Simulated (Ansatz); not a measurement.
LaHO2:
```yaml
crystal:
  lattice:
    - [4.44752, 0.00000, 0.00000]
    - [0.00000, 3.94278, 0.00000]
    - [-1.91302, 0.00000, 6.13323]
  atoms:
    - { symbol: La, position: [0.33017, 0.75000, 0.69286] }
    - { symbol: La, position: [0.66983, 0.25000, 0.30714] }
    - { symbol: H, position: [0.02177, 0.25000, 0.93076] }
    - { symbol: H, position: [0.97823, 0.75000, 0.06924] }
    - { symbol: O, position: [0.24034, 0.25000, 0.46236] }
    - { symbol: O, position: [0.75966, 0.75000, 0.53764] }
    - { symbol: O, position: [0.24191, 0.25000, 0.94010] }
    - { symbol: O, position: [0.75809, 0.75000, 0.05990] }
```

The program Ansatz at the r²SCAN level (PAW) gives a gap of 4.40 eV without spin–orbit coupling, maximum at B, minimum at Γ.

### Question
What happens when spin–orbit coupling is switched on?

### Answer
The gap stays essentially unchanged, to 4.40 eV; maximum at B, minimum at Γ.

### Question
Give the electron effective mass with spin–orbit coupling.

### Answer
0.46, 0.57, 0.70 mₑ (principal values).

### Question
Give the hole effective mass with spin–orbit coupling.

### Answer
2.4, 2.9, 4.3 mₑ (principal values).

Space group P2_1/m. The workflow started from a Materials Project entry (that database holds measured and hypothetical structures alike); the Crystallography Open Database copy checked does not list it. Whether it is the stable phase at ambient conditions was not checked. The r²SCAN relaxation kept the symmetry of its start; its stability against distortions is not shown here.

Potentials: the later of the program's two PAW sets.
